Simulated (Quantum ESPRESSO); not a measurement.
Ga4ON3, a curve over strain

Computed values, not a measurement. The program is pw.x of Quantum ESPRESSO 7.5 (plane-wave density functional theory). The cell is made up: 8 atoms on a wurtzite lattice, with randomly drawn elements, strain and displacements, not relaxed. PseudoDojo standard norm-conserving files (v0.5 for PBE, v0.4.1 for LDA and PBEsol) set the functional; there is no spin polarisation, spin-orbit coupling or dispersion term, and the masses in the input are unused placeholders. A spin-polarised start on this cell or one of its family kept no moment.

Seven runs add a strain to one cell (shear xy, as the tensor component); the atoms follow the cell and are not relaxed. Stress in the table is positive in tension.

Input of the run at -0.0052:

```
&control calculation='scf', pseudo_dir='./dojo.nc.sr.pbe.v0_5.standard.upf', outdir='./o', disk_io='low', tprnfor=.true., tstress=.true. /
&system ibrav=0, nat=8, ntyp=3, nbnd=47, ecutwfc=84.00895049, nosym=.true., tot_charge=0,
 occupations='smearing', smearing='fd', degauss=0.0073498644
/
&electrons conv_thr=7.350e-09, electron_maxstep=60, /
ATOMIC_SPECIES
Ga 1.0 Ga.upf
N 1.0 N.upf
O 1.0 O.upf
CELL_PARAMETERS angstrom
3.1701 -0.0579 0.0265
-0.1006 5.5719 0.0993
0.0427 0.0934 5.1491
ATOMIC_POSITIONS angstrom
Ga 0.0796 0.0248 -0.0941
Ga 1.439 2.8239 -0.0595
Ga 1.6657 1.0355 2.5581
Ga -0.0605 3.6995 2.6669
O 0.0467 0.0203 1.9538
N 1.4784 2.6587 1.9754
N 1.4761 1.0839 4.5566
N 0.0466 3.7985 4.5802
K_POINTS automatic
8 6 6 1 1 1
```

| added strain | free energy less that of the input shown (eV) | stress xx (GPa) | stress yy (GPa) | stress zz (GPa) | stress xy (GPa) | pressure (GPa) | iterations |
| --- | --- | --- | --- | --- | --- | --- | --- |
| -0.0232 | 0.0914 | -20.92 | -25.07 | -14.96 | -6.44 | 20.32 | 12 |
| -0.0167 | 0.0468 | -20.57 | -24.91 | -15.05 | -4.79 | 20.18 | 12 |
| -0.0052 | 0.0000 | -20.20 | -24.79 | -15.21 | -1.92 | 20.07 | 13 |
| +0.0081 | -0.0034 | -20.18 | -24.93 | -15.39 | 1.40 | 20.17 | 12 |
| +0.0134 | 0.0106 | -20.30 | -25.07 | -15.47 | 2.71 | 20.28 | 13 |
| +0.0246 | 0.0681 | -20.77 | -25.51 | -15.62 | 5.49 | 20.63 | 13 |

Question: one run is left out of the table, at +0.0203. Estimate its stress xy (GPa).

Answer: 4.42. The whole row:

```
added strain  free energy less that of the input shown (eV)  stress xx (GPa)  stress yy (GPa)  stress zz (GPa)  stress xy (GPa)  pressure (GPa)  iterations
     +0.0203                                         0.0410           -20.55           -25.31           -15.56             4.42           20.47          13
```

A cubic fit gives a slope of stress xy against the added strain of 249 GPa at zero added strain, with the atoms clamped. Across the table the free energy follows the integral of the stress to within 0.6 meV. A rerun of one of the cells at 1437 eV and a 10 x 8 x 8 mesh moved values by no more than 0.006 eV in energy, 0.04 GPa in stress and 0.016 eV/Å in force.